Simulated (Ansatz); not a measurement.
Li₂H₆Pt in space group Fm-3m (No. 225; Li on 8c, H on 24e, Pt on 4a), DFT-r²SCAN in the program Ansatz with PAW potentials. The conduction-band minimum lies at X, with 3 equivalent valleys. Second derivatives d²E/dk² of the lowest band at one valley (eV·Å²), along Cartesian directions:

| direction | d²E/dk² |
|---|---|
| [100] | 11.86 |
| [010] | 23.90 |
| [001] | 23.90 |
| [110] | 17.88 |
| [101] | 17.88 |
| [011] | 23.89 |

Find the principal effective masses, the density-of-states mass and the conductivity mass.

Off-diagonal terms follow from H_xy = H[110] − (H_xx + H_yy)/2, and m*/mₑ = 7.620 eV·Å² over each eigenvalue: 0.32, 0.32, 0.64. One valley's DOS mass (m₁m₂m₃)^(1/3) = 0.40, conductivity mass 3/(Σ 1/mᵢ) = 0.38 mₑ.

What effective density of states Nc follows at 300 K for parabolic valleys?

Nc = 2.509e19 × 3 × (0.40)^(3/2) ≈ 1.9e19 cm⁻³.

The first step of the workflow began from a Materials Project structure, measured or hypothetical; the Crystallography Open Database copy checked does not list it. Whether it is the stable phase at ambient conditions was not checked. The r²SCAN relaxation kept the symmetry of its start; its stability against distortions is not shown here. No spin polarisation was allowed. Spin–orbit coupling is left out wherever it is not named.

Potentials: the later of the program's two PAW sets.

Edges and masses are those of Kohn–Sham bands, whose gap is no quasiparticle gap.
